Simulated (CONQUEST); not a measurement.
A self-consistent single point of HgTe (F-43m, 8 atoms in the cell; from Materials Project mp-2730, changed as shown).

```
CELL_PARAMETERS angstrom
      6.28910     0.00000     0.00000
      0.00000     6.28910     0.00000
      0.00000     0.00000     6.28910
ATOMIC_POSITIONS crystal
  Hg 0.00000 0.00000 0.00000
  Hg 0.00000 0.50000 0.50000
  Hg 0.50000 0.00000 0.50000
  Hg 0.50000 0.50000 0.00000
  Te 0.25000 0.25000 0.75000
  Te 0.25000 0.75000 0.25000
  Te 0.75000 0.25000 0.25000
  Te 0.75000 0.75000 0.75000
```

Computed with PBE, numerical atomic orbitals double-zeta with polarisation (the shipped basis), PseudoDojo norm-conserving potentials made for PBE in CONQUEST.

CONQUEST settings:

| setting | value |
|---|---|
| basis | DZP |
| Diag.MPMeshX, Y, Z | 4 4 4 |
| potentials | PseudoDojo norm-conserving PBE |
| Grid.GridCutoff | 140 Ha |
| DM.SolutionMethod | diagon |
| Diag.kT | 0.003675 Ha |
| Diag.GammaCentred | true |
| minE.SCTolerance | 1.0e-06 |
| SC.MaxIters | 100 |
| SC.LinearMixingFactor | 0.5 |
| SC.KerkerPreCondition | true |
| SC.KerkerFactor | 0.3 1/bohr |
| AtomMove.TypeOfRun | static |

Results:

```
Quantity                                                  Result
------------------------------------------------  --------------
Number of valence electrons                                  144
Number of bands                                              148
Number of k-points after the program's reduction              51
Size of the basis                                            148
Number of SCF iterations                                      10
FFT grid                                            64 × 64 × 64
Free energy E − TS                                -29546.2788 eV
Fermi level (on the code's own zero)                    -3.73 eV
Pressure                                               10.27 GPa
```

For comparison: a first run was changed to give this one (lattice scaled by 0.98), and from it to this one the free energy goes up by 98.3 meV/atom and the pressure goes from 6.04 to 10.27 GPa.

The program uses no crystal symmetry, so grid and mesh can part values that symmetry would make equal. The atom-centred basis is finite, which shifts total energies and pressures against plane waves. The structure comes from a collection of computed structures, made at another level of theory; the collection holds predicted forms beside known ones. Its lattice was then scaled. No clean gap shows at this smearing width and mesh (spacing up to 0.25 Å⁻¹); the mesh is coarse for partly filled bands, so the values carry mesh errors. Semi-local functionals can close small gaps.

Cost on one core: about 40 core-seconds (a rough figure).
